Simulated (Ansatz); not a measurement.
Total density of states per atom from the program Ansatz at the r²SCAN level (PAW), in 0.25 eV bins, energy from the valence-band maximum:

(E (eV), states/eV/atom): (-7.89, 0.25); (-7.64, 0.08); (-7.39, 0.00); (-7.14, 0.00); (-6.89, 0.00); (-6.64, 0.00); (-6.39, 0.00); (-6.14, 0.00); (-5.89, 0.00); (-5.64, 0.16); (-5.39, 0.39); (-5.14, 0.49); (-4.89, 0.67); (-4.64, 0.64); (-4.39, 0.69); (-4.14, 0.67); (-3.89, 0.59); (-3.64, 0.67); (-3.39, 0.83); (-3.14, 0.90); (-2.89, 0.87); (-2.64, 1.04); (-2.39, 0.99); (-2.14, 1.08); (-1.89, 1.52); (-1.64, 1.89); (-1.39, 0.74); (-1.14, 0.83); (-0.89, 1.00); (-0.64, 1.33); (-0.39, 0.64); (-0.14, 0.04); (0.11, 0.00); (0.36, 0.11); (0.61, 0.44); (0.86, 0.57); (1.11, 0.31); (1.36, 0.21); (1.61, 0.26); (1.86, 0.46); (2.11, 0.73); (2.36, 0.83); (2.61, 0.52); (2.86, 0.58); (3.11, 0.66); (3.36, 0.63); (3.61, 0.64); (3.86, 0.42); (4.11, 0.48); (4.36, 0.62); (4.61, 0.67); (4.86, 0.64)

Which of these materials gives this?
(A) Sb2Ru, Pnnm (Sb on 4g, Ru on 2a)
(B) TiNCl, Pmmn (Ti on 2b, N on 2a, Cl on 2a)
(C) BaHfO3, cubic perovskite
(D) MgSe, rock salt

A, Sb2Ru, Pnnm (Sb on 4g, Ru on 2a). Top 1 eV of the valence band: Ru 4d 54 %, Sb 5p 41 %. Bottom 1 eV of the conduction band: Ru 4d 64 %, Sb 5p 30 %. Projections are on Löwdin-orthogonalised atomic valence shells; empty p or d shells of many metals are not among them.

The workflow started from a Materials Project entry (that database holds measured and hypothetical structures alike); the Crystallography Open Database files this formula in space group No. 58, but the cells were not matched. Its standing as an ambient phase is unchecked. The cell was relaxed with r²SCAN under the symmetry of its start; whether a distortion lowers the energy is not shown. The run is not spin-polarised. Spin–orbit coupling is left out wherever it is not named.

Potentials: the later of the program's two PAW sets.
